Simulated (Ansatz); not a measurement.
## Density of states of Tc

```yaml
crystal:
  lattice:
    - [2.73658, 0.00000, 0.00000]
    - [-1.36829, 2.36995, 0.00000]
    - [0.00000, 0.00000, 4.39490]
  atoms:
    - { symbol: Tc, position: [0.33333, 0.66667, 0.25000] }
    - { symbol: Tc, position: [0.66667, 0.33333, 0.75000] }
```

Structure from Materials Project entry mp-113 (possibly hypothetical), not relaxed further.

Level of theory: DFT, PBE, all-electron LAPW, scalar-relativistic in Ansatz 0.2.0.

Numerical set-up: a Γ-centred 14×14×8 k mesh, Fermi–Dirac smearing of 0.08 eV, basis error target 1 meV/atom, no spin polarisation.

States per eV and cell, averaged over 0.6 eV, from -7.6 to 6.6 eV, with energies (bin centres) from the Fermi level; empty bins are left out. The partial columns, the largest 4 alone, are projections on Löwdin-orthogonalised atomic shells (those that the program's projection atoms carry: the occupied ones and, for some elements, an empty d or f shell; other empty shells have no column), summed over atoms of an element. Weights on diffuse s and p shells depend on that basis and aren't pure angular character.

```json
{"E (eV)": "-7.4", "total": "0.01", "Tc 4d": "0.00", "Tc 5s": "0.00", "Tc 4p": "0.00", "Tc 4s": "0.00"}
{"E (eV)": "-6.8", "total": "0.08", "Tc 4d": "0.00", "Tc 5s": "0.07", "Tc 4p": "0.00", "Tc 4s": "0.01"}
{"E (eV)": "-6.2", "total": "0.16", "Tc 4d": "0.01", "Tc 5s": "0.13", "Tc 4p": "0.00", "Tc 4s": "0.01"}
{"E (eV)": "-5.6", "total": "0.47", "Tc 4d": "0.21", "Tc 5s": "0.24", "Tc 4p": "0.01", "Tc 4s": "0.02"}
{"E (eV)": "-5.0", "total": "2.48", "Tc 4d": "1.88", "Tc 5s": "0.56", "Tc 4p": "0.02", "Tc 4s": "0.02"}
{"E (eV)": "-4.4", "total": "2.80", "Tc 4d": "2.35", "Tc 5s": "0.41", "Tc 4p": "0.02", "Tc 4s": "0.01"}
{"E (eV)": "-3.8", "total": "2.19", "Tc 4d": "1.91", "Tc 5s": "0.23", "Tc 4p": "0.02", "Tc 4s": "0.00"}
{"E (eV)": "-3.2", "total": "2.45", "Tc 4d": "2.24", "Tc 5s": "0.15", "Tc 4p": "0.02", "Tc 4s": "0.00"}
{"E (eV)": "-2.6", "total": "2.06", "Tc 4d": "1.86", "Tc 5s": "0.14", "Tc 4p": "0.02", "Tc 4s": "0.00"}
{"E (eV)": "-2.0", "total": "2.54", "Tc 4d": "2.35", "Tc 5s": "0.13", "Tc 4p": "0.02", "Tc 4s": "0.00"}
{"E (eV)": "-1.4", "total": "2.91", "Tc 4d": "2.68", "Tc 5s": "0.15", "Tc 4p": "0.02", "Tc 4s": "0.00"}
{"E (eV)": "-0.8", "total": "3.04", "Tc 4d": "2.77", "Tc 5s": "0.16", "Tc 4p": "0.02", "Tc 4s": "0.00"}
{"E (eV)": "-0.2", "total": "2.46", "Tc 4d": "2.20", "Tc 5s": "0.15", "Tc 4p": "0.01", "Tc 4s": "0.00"}
{"E (eV)": "0.4", "total": "1.68", "Tc 4d": "1.50", "Tc 5s": "0.10", "Tc 4p": "0.01", "Tc 4s": "0.00"}
{"E (eV)": "1.0", "total": "1.53", "Tc 4d": "1.40", "Tc 5s": "0.06", "Tc 4p": "0.00", "Tc 4s": "0.00"}
{"E (eV)": "1.6", "total": "1.54", "Tc 4d": "1.45", "Tc 5s": "0.04", "Tc 4p": "0.00", "Tc 4s": "0.00"}
{"E (eV)": "2.2", "total": "2.13", "Tc 4d": "2.03", "Tc 5s": "0.06", "Tc 4p": "0.00", "Tc 4s": "0.00"}
{"E (eV)": "2.8", "total": "3.36", "Tc 4d": "3.23", "Tc 5s": "0.09", "Tc 4p": "0.00", "Tc 4s": "0.00"}
{"E (eV)": "3.4", "total": "1.50", "Tc 4d": "1.34", "Tc 5s": "0.12", "Tc 4p": "0.00", "Tc 4s": "0.00"}
{"E (eV)": "4.0", "total": "0.57", "Tc 4d": "0.35", "Tc 5s": "0.16", "Tc 4p": "0.00", "Tc 4s": "0.00"}
{"E (eV)": "4.6", "total": "0.55", "Tc 4d": "0.26", "Tc 5s": "0.18", "Tc 4p": "0.00", "Tc 4s": "0.00"}
{"E (eV)": "5.2", "total": "0.54", "Tc 4d": "0.21", "Tc 5s": "0.20", "Tc 4p": "0.00", "Tc 4s": "0.01"}
{"E (eV)": "5.8", "total": "0.48", "Tc 4d": "0.15", "Tc 5s": "0.18", "Tc 4p": "0.00", "Tc 4s": "0.01"}
{"E (eV)": "6.4", "total": "0.47", "Tc 4d": "0.11", "Tc 5s": "0.17", "Tc 4p": "0.00", "Tc 4s": "0.01"}
```

Task: Which of the resolved shells contributes most within 0.3 eV of the Fermi level?

Result: Tc 4d, with 89 % of all states there; Tc 5s follows with 6 %.

Task: Where is the centre of the filled Tc 4d states between -14 eV and the top of the filled states?

Result: -2.50 eV from the Fermi level.
